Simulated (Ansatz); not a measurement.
# Notes on ScRe₂

```xyz
12
Lattice="6.8529 0.1923 -0.5263 -0.0557 5.5240 -0.6965 -0.6986 2.6747 5.5858" Properties=species:S:1:pos:R:3 pbc="T T T"
Re    5.2687    2.6529   -0.0906
Re    0.7317    4.4810    2.9398
Sc    4.0297    3.2172    2.2529
Sc    1.4688    5.1483    0.4800
Sc    2.2043    6.0880    4.5334
Sc    5.7797    6.0579    0.8036
Re    2.4689    3.5486    5.0752
Re   -0.3033    6.5843    3.9090
Re    4.3444    7.5403    4.0843
Re    1.0870    1.9691    2.6057
Re    3.3351    6.1710    2.1109
Re    0.8891    1.9652    0.0130
```

The numbers come from plane-wave PAW DFT (Ansatz): m-r2SCAN, no spin polarisation, 500 eV, 3×4×3 (shifted by 0.5, 0.5, 0 steps) k points, fermi-dirac occupations (width 0.0816 eV). Nothing was relaxed.

(1) Is there a gap?

(2) What does the stress say?

(3) Which atom feels the largest force, and which way?

(4) Describe some of the short contacts.

Origin: a disordered cell, so it need not be a known compound. Caveats: the k mesh is coarse if the cell is a metal; atoms or cell far from equilibrium; m-r2SCAN is r2SCAN with a changed spin dependence that lowers moments.

Results:

(1) It is a metal on this mesh, though the bands barely overlap, with about 9.6 states/eV a cell as the mean within 0.25 eV of the Fermi level, mostly Re d (66 %) and Sc d (22 %).

(2) The pressure is 0.9 GPa (compression positive), so with the atoms held at these fractions the cell would first expand; the forces are large, so a full relaxation may end otherwise. The principal stresses -3.4, 0.2, 5.8 GPa differ, so its shape would change too.

(3) The largest is on Re1: 2.68 eV/Å, components (1.95, 0.27, -1.82). It makes 37° with the line to a nearest neighbour, Re12 at 2.56 Å, pointing towards it.

(4) Re–Re at 2.44 Å: least valence density 0.73 e/Å³ and ELF 0.40 there. Sc–Re at 2.61 Å: least valence density 0.33 e/Å³ and ELF 0.14 there. Sc–Sc at 2.72 Å: least valence density 0.14 e/Å³ and ELF 0.05 there. Both are smooth PAW fields, read partly inside the augmentation spheres.
